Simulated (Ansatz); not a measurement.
**Al5GaAs6: computed properties**

Method: DFT PBE, scalar-relativistic, plane waves, PAW (Ansatz).

Settings: cutoff 420 eV, Γ-centred mesh 8×8×2 on the computed 12-atom cell, Gaussian smearing of 0.02 eV; no spin polarisation.

The structure is relaxed at this level of theory with its symmetry kept, and needn't be the ground state of this composition.

Space group P-4m2 (No. 115), tetragonal, a = 4.054 Å, c = 17.182 Å. Around Al on a site of symmetry 2mm lie 4 As at 2.48 Å; Al on a second site of symmetry 2mm is surrounded by 4 As at 2.48 Å; Al on a site of symmetry -4m2 is surrounded by 4 As at 2.48 Å; Ga has 4 As at 2.49 Å; As on its first site has 4 Al at 2.48 Å; As on its second site is surrounded by 4 Al at 2.48 Å; 1 more site not described.

* Volume per atom: 23.53 Å³
* Formation energy from the elements' standard states (uncorrected): -0.464 eV/atom
* Kohn–Sham band gap: 1.40 eV
* Orbital (Löwdin) character of the top 1 eV of the valence band: As 4p 78 %, Al 3p 15 %
* Orbital (Löwdin) character of the lowest 1 eV of the conduction band: Al 3p 35 %, As 4p 16 %, As 4s 14 %, Al 3s 11 %, Ga 4s 9 %, unprojected 10 %

The cell was found from a structure generator's guess, not taken from experiment. Kohn–Sham gaps at this level usually fall short of measured ones. Löwdin shares on free-atom orbitals overweight diffuse shells in the empty bands.
